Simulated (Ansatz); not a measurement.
AlIr:
```xyz
2
Lattice="0.0000 2.4995 2.4995 2.4995 0.0000 2.4995 2.4995 2.4995 0.0000" Properties=species:S:1:pos:R:3 pbc="T T T"
Ir     0.0000     0.0000     0.0000
Al     2.4995     2.4995     2.4995
```

Relaxed with PBEsol. Special points in fractions of this cell's reciprocal vectors: Γ (0.000, 0.000, 0.000); X (0.500, 0.000, 0.500); U (0.625, 0.250, 0.625); K (0.375, 0.375, 0.750); L (0.500, 0.500, 0.500); W (0.500, 0.250, 0.750).

Question: List the band energies nearest the Fermi level at these points for the program Ansatz at the PBEsol with spin–orbit coupling level (PAW).

Answer: In eV from the Fermi level; about four levels below and three above (degenerate sets whole), none deeper than 8.9 eV; points with the same levels are listed once.

```csv
k,below,above
Γ,-2.07 -2.07 -2.07 -2.07,5.74 5.74 6.41 6.41 6.41 6.41
X,-0.84 -0.84 -0.10 -0.10,0.43 0.43 1.67 1.67
U,-1.03 -1.03 -0.68 -0.68,0.88 0.88 1.81 1.81
L,-1.13 -1.13 -0.75 -0.75,0.35 0.35 6.73 6.73
W,-0.51 -0.51 -0.43 -0.43,1.07 1.07 1.32 1.32
```

Space group Fm-3m (rock salt). The start of the workflow was typed in or built on a structure type; neither database checked (COD, Materials Project) lists it. Its standing as an ambient phase is unchecked. The cell was relaxed with PBEsol under the symmetry of its start. At this level the phase is mechanically unstable. The run is not spin-polarised.

Potentials: the earlier of the program's two PAW sets. The files were generated under PBE; for other functionals the program regenerates the frozen cores, and for LDA and PBEsol the local potential too.
